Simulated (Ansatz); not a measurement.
# Response of ScZn to small distortions

```
Sc Zn
1.0
     3.35000    0.00000    0.00000
     0.00000    3.35000    0.00000
     0.00000    0.00000    3.35000
Sc Zn
1 1
Direct
  0.00000 0.00000 0.00000
  0.50000 0.50000 0.50000
```

Atom numbers follow the list: Sc1, Zn2.

The cell comes from COD entry 1527719, which wasn't checked; take it as a given geometry.

Spin polarisation is left out, and whether a magnetic state lies lower isn't shown here.

Computed with Ansatz 0.2.0, DFT, PBEsol, all-electron LAPW, scalar-relativistic.

Sampling and basis: a Γ-centred 10×10×10 k mesh, Fermi–Dirac smearing of 0.03 eV, basis error target 0.5 meV/atom, no spin polarisation.

The unchanged cell is at -3.31 GPa.

In a metal, stresses and small energies carry noise from the k mesh.

x, y and z are the Cartesian axes of the cell as listed; fractional coordinates follow a strain, and an engineering shear is twice the off-diagonal strain component.

Q: With this change (equal xy, yz and zx engineering shear strains of -2 %), what becomes of the energy and stress?

A: Energy change +5 meV/atom; stress change (xx, yy, zz, yz, xz, xy) 0.09, 0.09, 0.09, 1.41, 1.41, 1.41 GPa, compression positive.

With equal xy, yz and zx engineering shear strains of -1 %: energy change +1 meV/atom; stress change (xx, yy, zz, yz, xz, xy) 0.02, 0.02, 0.02, 0.70, 0.70, 0.70 GPa, compression positive.

Q: With this change (equal xy, yz and zx engineering shear strains of +1 %), what becomes of the energy and stress?

A: Energy change +1 meV/atom; stress change (xx, yy, zz, yz, xz, xy) 0.02, 0.02, 0.02, -0.66, -0.66, -0.66 GPa, compression positive.

Q: With this change (equal xy, yz and zx engineering shear strains of +2 %), what becomes of the energy and stress?

A: Energy change +4 meV/atom; stress change (xx, yy, zz, yz, xz, xy) 0.08, 0.08, 0.08, -1.27, -1.27, -1.27 GPa, compression positive.
